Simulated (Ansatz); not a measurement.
The relaxed structure here is a generated cell of W: the first start was made by placing the elements on the sites of a structure type, and the end was not matched to a known phase here, so it may be hypothetical. Known forms of W include space group No. 229.

A relaxed cell of W (R-3m (No. 166)), relaxed on a k-mesh at least as fine as the one used below. Calculation: PBE (plane waves to 420 eV, PAW, scalar-relativistic; Ansatz, a quantum-chemistry and plane-wave program). Γ-centred k-mesh 13×7×13 on the run's cell (coarser than for final values), Fermi–Dirac smearing 0.05 eV.

```yaml
crystal:
  lattice:
    - [1.39192, 0.80363, 7.37408]
    - [-2.78384, 1.60725, 14.74816]
    - [0.00000, -1.60725, 7.37408]
  atoms:
    - { symbol: W, position: [0.00000, 0.00000, 0.00000] }
    - { symbol: W, position: [0.00000, 0.50000, 0.00000] }
    - { symbol: W, position: [0.22244, 0.11122, 0.22244] }
    - { symbol: W, position: [0.22244, 0.61122, 0.22244] }
    - { symbol: W, position: [0.77756, 0.38878, 0.77756] }
    - { symbol: W, position: [0.77756, 0.88878, 0.77756] }
```

The atoms are displaced by (Å):

```csv
atom,ux,uy,uz
W1,-0.092,-0.007,-0.064
W2,0.081,0.101,-0.042
W3,-0.018,0.019,0.037
W4,-0.103,-0.116,-0.103
W5,-0.049,0.026,0.033
W6,-0.015,0.048,0.079
```

Q: What forces (eV/Å) and pressure result?

A: 
| atom | Fx | Fy | Fz |
|---|---|---|---|
| W1 | 1.34 | -0.64 | 1.26 |
| W2 | -1.40 | 0.52 | 0.54 |
| W3 | -0.14 | -0.14 | -0.56 |
| W4 | 0.08 | 0.01 | 1.45 |
| W5 | 0.51 | -0.09 | -1.16 |
| W6 | -0.39 | 0.33 | -1.52 |

Pressure +2.3 GPa.

Q: Estimate the energy cost of the displacement in the harmonic approximation and compare with the calculation.

A: For a harmonic well ΔE = −½ Σ F·u = 0.313 eV a cell, or 52 meV/atom. The calculated energy relative to the undisplaced cell is +0.05 eV/atom, so the harmonic estimate holds well.

The undisplaced cell is probably no minimum: from this displacement the run went on to Im-3m (No. 229), 0.49 eV/atom below it.

No spin polarisation in the result.
